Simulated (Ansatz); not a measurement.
Relaxed-ion elastic tensor of FeSi in space group P2_13 (No. 198; Fe on 4a, Si on 4a) in GPa (Voigt order), the program Ansatz at the PBE level (PAW); density 6.34 g/cm³, 11.00 Å³ per atom.

```
384  135  135  0.0  0.0  0.0
135  384  135  0.0  0.0  0.0
135  135  384  0.0  0.0  0.0
0.0  0.0  0.0  155  0.0  0.0
0.0  0.0  0.0  0.0  155  0.0
0.0  0.0  0.0  0.0  0.0  155
```

### Question
Is the crystal mechanically stable?

### Answer
Yes: the smallest eigenvalue of C is 155 GPa.

### Question
Work out the Voigt, Reuss and Hill averages.

### Answer
K_V = 218, K_R = 218, K_H = 218; G_V = 143, G_R = 141, G_H = 142 GPa.

### Question
Give Young's modulus, Poisson's ratio, Pugh's ratio and the universal anisotropy index.

### Answer
E = 9KG/(3K + G) = 350 GPa; ν = 0.23; K/G = 1.54 (brittle by the Pugh limit of 1.75); A_U = 5G_V/G_R + K_V/K_R − 6 = 0.06.

### Question
Estimate the sound speeds and the Debye temperature.

### Answer
v_l = √((K + 4G/3)/ρ) = 8020 m/s, v_t = √(G/ρ) = 4730 m/s, mean 5250 m/s; Θ = (h/k)(3n/4πV)^(1/3) v_m = 702 K.

### Question
Give the Zener ratio and Young's modulus along [100], [110] and [111].

### Answer
A = 2C44/(C11 − C12) = 1.25; 1/E = S11 − 2(S11 − S12 − S44/2)Γ with Γ = 0, 1/4, 1/3 gives 313, 358, 376 GPa.

The PBE relaxation kept the symmetry of its start. The workflow began spin-polarised and lost its moments.

Potentials: the later of the program's two PAW sets.
